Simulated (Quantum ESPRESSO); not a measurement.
## Electric field gradients in Sr4SO3 (changed cell)

```
CELL_PARAMETERS angstrom
      5.47901     0.00000     0.00000
      0.00000     5.47901     0.00000
      0.00000     0.00000     5.47901
ATOMIC_POSITIONS crystal
  Sr 0.50000 0.00000 0.00000
  S  0.00000 0.00000 0.00000
  Sr 0.50000 0.50000 0.50000
  O  0.00000 0.50000 0.50000
  Sr 0.00000 0.00000 0.50000
  O  0.50000 0.00000 0.50000
  Sr 0.00000 0.50000 0.00000
  O  0.50000 0.50000 0.00000
```
The cell was made here from a computed Materials Project entry: one of 4 O replaced by S, cell and atoms relaxed (PBE without dispersion, pw.x of a modified build of Quantum ESPRESSO, symmetry kept). The parent is SrO in Fm-3m. The swapped cell is a model, not a known phase. Stability against distortions was not tested.

Convention: |Vzz| is the largest principal value, η_Q = (Vxx − Vyy)/Vzz, |C_Q| = |eQVzz/h|. Cores are frozen. Sr had no test against all-electron runs.

Quadrupole moments taken as inputs (sizes, barn, from the tables of PySCF and pymatgen): ⁸⁷Sr 0.305, ³³S 0.0678, ¹⁷O 0.0256.

### Question
What do the calculations give at each independent site (field gradients by the PAW reconstruction of the field gradient on a scalar-relativistic PBE ground state (Quantum ESPRESSO, JTH datasets), 22.5 Ha, k-mesh 5×5×5 through Γ)?

### Answer
| site | site symmetry | Vzz (10²¹ V/m²) | η_Q | ∣C_Q∣ (MHz) |
|---|---|---|---|---|
| Sr1 (atoms 1, 5, 7) | 4/mmm | -5.58 | 0.00 | 41.2 (⁸⁷Sr) |
| S (atom 2) | m-3m | 0 | – | 0 (³³S) |
| Sr2 (atom 3) | m-3m | 0 | – | 0 (⁸⁷Sr) |
| O (atoms 4, 6, 8) | 4/mmm | under 0.2 | – | under 0.12 (¹⁷O) |
